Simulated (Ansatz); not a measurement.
ScF3 (ReO3 type, Pm-3m), r²SCAN (plane waves, PAW; program Ansatz): ε∞ = 2.12, cell volume 65.62 Å³. Infrared-active transverse modes:

```csv
ω_TO (cm⁻¹),oscillator strength S_xx (e²/amu)
198.2,0.1759
467.1,0.5594
```

Question: Compute the static dielectric constant.

Answer: Each mode adds (4.921e7/V) S/ω²: 3.36, 1.92. So ε0 = 7.40.

The first step of the workflow began from a Materials Project structure, measured or hypothetical; the Crystallography Open Database files this formula in space group No. 221, but the cells were not matched. Its standing as an ambient phase is unchecked. The r²SCAN relaxation kept the symmetry of its start; phonons on a q-mesh show weakly imaginary modes. The run is not spin-polarised.

Potentials: the earlier of the program's two PAW sets.
